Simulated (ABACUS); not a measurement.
## Parameter sweep on AlGaN₂ (P-4m2, 4 atoms in the cell; from Materials Project mp-1008556, lattice scaled a little)

```xyz
4
Lattice="3.1365 0.0000 0.0000 0.0000 3.1365 0.0000 0.0000 0.0000 4.4176" Properties=species:S:1:pos:R:3 pbc="T T T"
Al     1.5682     1.5682     2.2088
Ga     0.0000     0.0000     0.0000
N      1.5682     0.0000     3.2614
N      0.0000     1.5682     1.1563
```

Base run A: LDA (PW92), PseudoDojo 0.4 standard norm-conserving LDA (tails mended) pseudopotentials (ABACUS), self-consistent single point.

Its settings: KPT = Gamma 10 10 6 0 0 0; basis_type = pw; dft_functional = PWLDA; ecutwfc = 84 Ry; smearing_method = fixed; potentials = PseudoDojo 0.4 standard norm-conserving LDA (tails mended); symmetry = 1; symmetry_prec = 1e-05; ks_solver = dav; scf_nmax = 100; scf_thr = 1.0e-09 Ry; mixing_type = pulay.

The structure comes from a collection of computed structures, made at another level of theory; the collection holds predicted forms beside known ones. Its lattice was then scaled.

ΔF is the free energy per atom less that of run A. 

A variant of run A gave: the free energy rises by 11.9 meV/atom, the pressure goes from -4.90 to -8.38 GPa, the largest force goes from 0.160 to 0.277 eV/Å and the gap on the mesh goes from 2.915 to 2.730 eV.

Question: What was changed between the two runs?
A) lattice vector b scaled by 0.98
B) lattice vector b scaled by 1.01
C) lattice vector b scaled by 0.99
D) lattice vector b scaled by 1.02

Answer: D, lattice vector b scaled by 1.02. That run gave: ΔF (meV/atom) 11.9; pressure (GPa) -8.38; largest force (eV/Å) 0.277; gap on the mesh (eV) 2.730; k-points 144.

The base and the other variants:

```csv
change,ΔF (meV/atom),pressure (GPa),largest force (eV/Å),gap on the mesh (eV),k-points
base,0.00,-4.90,0.160,2.915,84
lattice vector b scaled by 0.98,-0.62,-0.89,0.363,2.992,144
lattice vector b scaled by 0.99,-1.83,-2.97,0.255,2.957,144
lattice vector b scaled by 1.01,4.7,-6.70,0.224,2.823,144
```

“Tails mended”: in these copies of the files the far tail of each local potential was reset to the Coulomb form.
